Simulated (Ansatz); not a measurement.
An Ansatz (a program for electronic structure) run. Input:

Ansatz 0.2 input:
```yaml
crystal:
  lattice:
    - [2.4893509252, 1.4372274267, 4.4003941787]
    - [-2.4893509252, 1.4372274267, 4.4003941787]
    - [0.0, -2.8744548535, 4.4003941787]
  atoms:
    - { symbol: Ti, position: [0.1513588876, 0.1513588876, 0.1513588876] }
    - { symbol: Ti, position: [0.8486411124, 0.8486411124, 0.8486411124] }
    - { symbol: Ti, position: [0.6048498693, 0.3951501307, 0.0] }
    - { symbol: Ti, position: [0.0, 0.6048498693, 0.3951501307] }
    - { symbol: Ti, position: [0.3951501307, 0.0, 0.6048498693] }
    - { symbol: Si, position: [0.5, 0.5, 0.5] }
kpoints:
  mp_grid: { grid: [10, 10, 10] }
hamiltonian:
  xc: pbesol
  pseudopotentials: { kind: paw }
scf:
  occupations: { method: fermi_dirac, width: 0.1 }
phonons:
  method: dfpt
  response_accuracy: low
  eigenvectors: true
  rigid_motions: translations
```

Output (shortened):

```
Pseudopotential: Ti, paw, valence charge 12
Pseudopotential: Si, paw, valence charge 4
Functional definition: PBEsol
Crystal: 6 atoms, lattice volume = 94.461 Å³
Basis set: ecut = 420 eV, 1875 PW (Γ), exchange–correlation on 72×72×72 points (8 copies of the dense FFT grid, shifted against one another)
Bands: 39, of which v1, the nominal top of the filled ones, is band 32 counted from 1 (31 counted from 0)
Symmetry: 6 space group operations
k-points: 504 of 1000 (irreducible under 1 space group operation, time reversal used)
SCF iter   1: F=—  HF=-12993.086654 eV  |F-HF|=—  |Δ(HF+E_count)|=         —  Δρ=1.01e-2  dr2=1.13e-1  ethr=1.77e-3  ⟨swp⟩=6.9  Hψ=84358  notcnv=0
preconditioner: auto → Kerker (q_TF=auto, 2.557 Å⁻¹)
SCF iter   2: F=—  HF=-12993.060759 eV  |F-HF|=—  |Δ(HF+E_count)|=   2.59e-2  Δρ=4.55e-3  dr2=2.75e-2  ethr=1.76e-4  ⟨swp⟩=2.0  Hψ=30922  notcnv=0
SCF iter   3: F=—  HF=-12993.053137 eV  |F-HF|=—  |Δ(HF+E_count)|=   7.62e-3  Δρ=9.69e-4  dr2=1.53e-3  ethr=4.30e-5  ⟨swp⟩=2.0  Hψ=24245  notcnv=0
SCF iter   4: F=—  HF=-12993.052737 eV  |F-HF|=—  |Δ(HF+E_count)|=   4.00e-4  Δρ=1.56e-4  dr2=3.38e-5  ethr=2.39e-6  ⟨swp⟩=2.0  Hψ=25339  notcnv=0
SCF iter   5: F=—  HF=-12993.052728 eV  |F-HF|=—  |Δ(HF+E_count)|=   9.12e-6  Δρ=3.10e-5  dr2=7.93e-7  ethr=5.29e-8  ⟨swp⟩=2.0  Hψ=26789  notcnv=0
SCF iter   6: F=—  HF=-12993.052724 eV  |F-HF|=—  |Δ(HF+E_count)|=   3.71e-6  Δρ=8.70e-6  dr2=7.61e-8  ethr=1.24e-9  ⟨swp⟩=3.0  Hψ=36190  notcnv=0
SCF iter   7: F=—  HF=-12993.052724 eV  |F-HF|=—  |Δ(HF+E_count)|=   1.87e-8  Δρ=2.37e-6  dr2=5.90e-9  ethr=1.19e-10  ⟨swp⟩=2.9  Hψ=36494  notcnv=0
SCF iter   8: F=—  HF=-12993.052724 eV  |F-HF|=—  |Δ(HF+E_count)|=   1.51e-9  Δρ=5.89e-7  dr2=2.71e-10  ethr=9.22e-12  ⟨swp⟩=2.0  Hψ=33321  notcnv=0
SCF iter  10: F=-12993.052724 eV  HF=-12993.052724 eV  |F-HF|=0.00e0  |Δ(HF+E_count)|=  5.46e-12  Δρ=1.87e-8  dr2=3.28e-13  ethr=1.00e-12  ⟨swp⟩=5.1  Hψ=65586  notcnv=0
SCF 1 converged in 10 iterations: F = -12993.052724 eV  dr2 = 3.28e-13
DFPT response loops at Γ: preconditioner auto → Kerker (q_TF=auto, 2.557 Å⁻¹) (partly filled bands, converged f_vac=0.000) …
the run's response loops start from zero, take more passes and end by a threshold …
SCF converged after 10 iterations
Free energy (F): -12993.052724 eV
Harris-Foulkes:  -12993.052724 eV  (|F-HF|=0.00e0)
Internal energy: -12992.864487 eV  (E = F + TS)
E sigma→0 (E₀):  -12992.958606 eV
Entropy (-TS):   -0.188237 eV (-31.373 meV/atom)
Fermi energy:    13.766289 eV
--- Per-component energies (eV) ---
  E_band       = -716.271055
  E_kinetic    = 1412.021331
  E_local      = -4231.894632  (includes V_loc(G=0)·N_el)
  E_nonlocal   = 73.069800
  E_hartree    = 1773.959778
  E_xc         = -542.323337
  E_vxc        = -659.906365  (∫ρ·V_xc dr)
  E_paw        = -5612.964551  (= ΣΔE_a)
  E_vpaw       = -857.481314  (= ΣTr[D̂ρ^β])
  E_aug_tail   = 0.000571  (compensation charges beyond the density's cutoff)
  E_ewald      = -5865.461930
  E_core_change = 0.728482  (= ΣΔE_core)
  E_smearing   = -0.188237  (= −TS)
  E_closure    =  0.000000  (closes the sum)
  Σ components = -12993.052724   (vs F -12993.052724, Δ=0.00e0)
  [band-id]    e_kinetic+e_local+e_nonlocal+2·e_hartree+e_vxc+e_vpaw+e_augmentation_tail = -716.271052   (vs E_band -716.271055, Δ=2.39e-6)
--- Band table (eV; the first three rows and the last of 504) ---
  k-point 0: bands = ["-42.6486", "-42.5561", "-42.4327", "-42.2774", "-42.2774", "-19.3208", "-19.2103", "-19.1359", "-19.1359", "-19.0698", "-19.0628", "-19.0628", "-18.8373", "-18.8373", "-18.6265", "-18.6265", "-18.5719", "-18.5671", "-18.2986", …
  k-point 1: bands = ["-42.6457", "-42.5576", "-42.4304", "-42.2812", "-42.2774", "-19.3176", "-19.2086", "-19.1491", "-19.1307", "-19.1084", "-19.0367", "-19.0104", "-18.8408", "-18.8295", "-18.6487", "-18.6261", "-18.5767", "-18.5631", "-18.3145", …
  k-point 2: bands = ["-42.6378", "-42.5619", "-42.4235", "-42.2922", "-42.2775", "-19.3105", "-19.1980", "-19.1652", "-19.1401", "-19.1146", "-18.9782", "-18.9500", "-18.8521", "-18.8111", "-18.6865", "-18.6371", "-18.5819", "-18.5708", "-18.3577", …
  k-point 503: bands = ["-42.6203", "-42.5571", "-42.4609", "-42.2774", "-42.2774", "-19.2974", "-19.1946", "-19.1946", "-19.0507", "-18.9619", "-18.9619", "-18.9505", "-18.8534", "-18.8534", "-18.8170", "-18.6442", "-18.6424", "-18.6424", "-18.3066", …
--- Phonons (Γ-DFPT): 7 representative perturbations + reference, on 504 of 1000 k-points (Σ response iterations 57) ---
  ASR residual: 2.331e-3 → 0.000e0 eV/Å²; symmetrization residual: 2.326e-4 eV/Å²
  ASR residual per site (eV/Å²): 1.83e-3 1.83e-3 2.33e-3 2.33e-3 2.33e-3 5.61e-4
  Γ frequencies (cm⁻¹): 0.00 0.00 0.00 143.68 143.68 147.26 189.97 189.97 234.05 237.51 237.51 274.57 280.11 280.11 308.09 308.09 315.31 389.98
  non-analytic LO–TO correction: not included (Born effective charges unavailable; polar crystals: no LO–TO splitting at Γ)
```

Cost: around 70 core-minutes (rough) on shared cores.

Space group R32. The workflow started from a Materials Project entry (that database holds measured and hypothetical structures alike); the Crystallography Open Database copy checked does not list it. Whether it is the stable phase at ambient conditions was not checked. Symmetry was held in the PBEsol relaxation; of distortions, only those at the zone centre were tested. No spin polarisation was allowed. As this level gives no gap, phonon frequencies hold no LO–TO term and depend on the k-mesh and smearing (Fermi–Dirac, 0.1 eV here).

Potentials: the later of the program's two PAW sets.

Ansatz is a plane-wave DFT program.
